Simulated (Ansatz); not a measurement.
Relaxed CdSe (zinc blende):

```yaml
crystal:
  lattice:
    - [0.00000, 6.19627, 6.19627]
    - [3.09814, 0.00000, 3.09814]
    - [3.09814, 3.09814, 0.00000]
  atoms:
    - { symbol: Se, position: [0.37500, 0.75000, 0.75000] }
    - { symbol: Se, position: [0.87500, 0.75000, 0.75000] }
    - { symbol: Cd, position: [0.00000, 0.00000, 0.00000] }
    - { symbol: Cd, position: [0.50000, 0.00000, 0.00000] }
```

In this cell atom 2 (Se, nearest neighbour Cd at 2.683 Å; its periodic images, 4.4 Å or more away, move with it) is moved by s along Cartesian x, unit vector (1.000, 0.000, 0.000); all other atoms and the cell stay fixed.

Level of theory: PBE (plane waves to 420 eV, PAW, scalar-relativistic; Ansatz, a quantum-chemistry and plane-wave program). k mesh 4×8×8 (Γ-centred), Fermi-Dirac smearing 0.05 eV. The energy includes the smearing's −TS. CdSe was relaxed with its symmetry unable to fall. The zero of ΔE is the undisplaced structure.

| s (Å) | ΔE (meV/cell) |
|---|---|
| -0.270 | withheld |
| -0.216 | 116.2 |
| -0.162 | 65.8 |
| -0.108 | 29.4 |
| -0.054 | 7.4 |
| 0.000 | 0.0 |
| 0.054 | 7.4 |
| 0.108 | 29.7 |
| 0.162 | 66.8 |
| 0.216 | 118.7 |
| 0.270 | 185.0 |

Question: Fit a polynomial form (powers 2, 3, 4) to the given rows and predict ΔE at s = -0.270.

Answer: Least squares on the 10 given rows: ΔE = (2539)·s² + (122.4)·s³ + (-470.5)·s⁴, in meV/cell with s in Å; root-mean-square residual 0.02 meV/cell. At -0.270 the fit gives 180.2 meV/cell; the calculation gives 180.3 meV/cell, so the extrapolation is off by -0.1 (-0.1 %). The quadratic term alone would give 185.1 meV/cell.

(A displaced cell: forces are minus the slopes of the energy, force constants its curvatures, and phonons follow from these.)
